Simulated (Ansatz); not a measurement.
Here is the system:

Relaxed TiO₂ (rutile):

```
TiO2
1.0
    4.64353     0.00000     0.00000
    0.00000     4.64353     0.00000
    0.00000     0.00000     2.96370
Ti O
2 4
Cartesian
  0.00000   0.00000   0.00000
  2.32176   2.32176   1.48185
  1.41684   1.41684   0.00000
  3.73860   0.90493   1.48185
  0.90493   3.73860   1.48185
  3.22669   3.22669   0.00000
```

In this cell atom 1 (Ti, nearest neighbour O at 1.958 Å; its periodic images, 3.0 Å or more away, move with it) is moved by s along Cartesian x, unit vector (1.000, 0.000, 0.000); all other atoms and the cell stay fixed.

Method: PBE (plane waves to 420 eV, PAW, scalar-relativistic; Ansatz, an electronic-structure program). k mesh 6×6×9 (Γ-centred), Fermi-Dirac smearing 0.05 eV. E stands for the smeared free energy. Left out: 2 of 11 points, with atoms too close for the PAW data. The PAW data are Ansatz's earlier set. TiO2 is run without spin polarisation. TiO2 was relaxed with its symmetry unable to fall. The zero of ΔE is the undisplaced structure.

The scan covers s from -0.472 to 0.472 Å in 9 points.

### Question
Is this a single well or a double well?

### Answer
A single well with its minimum at or next to zero displacement.

### Question
Is the energy the same for equal positive and negative displacements?

### Answer
Even: the same for both signs. With its periodic images moving along, the atom's site symmetry in this cell is mmm.

### Question
What is the force constant k = d²E/ds² of this move at s = 0?

### Answer
14.6 eV/Å².

(A displaced cell: forces are minus the slopes of the energy, force constants its curvatures, and phonons follow from these.)
